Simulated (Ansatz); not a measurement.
Values for one crystal, relaxed and computed with PBEsol (plane waves, PAW; program Ansatz); other levels are named.

| Property | Value |
|---|---|
| Volume per atom | 8.29 Å³ |
| Electronic character | metallic (no gap) |
| Formation energy from the elements (no fitted shifts) | -0.12 eV/atom |
| Mechanical stability | stable (all eigenvalues of C positive) |
| Elastic constants (relaxed ions, GPa) | C11 = 395, C12 = -1.4, C13 = 41.8, C33 = 337, C44 = 156, C66 = 132 |
| Pressure derivative B′ | 3.6 |
| Highest zone-centre frequency | 105.1 meV |

Problem. Pick the material that matches.
A) MoRu, rock salt
B) Be2Ru, cubic Laves (MgCu2 type)
C) MoPd, Cmcm (Mo on 4c, Pd on 4c)
D) Be12Mo, I4/mmm (Mo on 2a, Be on 8f, Be on 8i, Be on 8j)

Solution. D, Be12Mo, I4/mmm (Mo on 2a, Be on 8f, Be on 8i, Be on 8j)

The start of the workflow was typed in or built on a structure type; neither database checked (COD, Materials Project) lists it. Its standing as an ambient phase is unchecked. Symmetry was held in the PBEsol relaxation; whether a distortion lowers the energy is not shown. No spin polarisation was allowed. As this level gives no gap, shear constants depend on the k-mesh and smearing (Fermi–Dirac, 0.1 eV here). The references are the lowest solids computed at this level, not always the standard phases. Scalar-relativistic: spin–orbit coupling is off unless named, which matters more the heavier the elements.

Potentials: the earlier of the program's two PAW sets. The files were generated under PBE; for other functionals the program regenerates the frozen cores, and for LDA and PBEsol the local potential too.
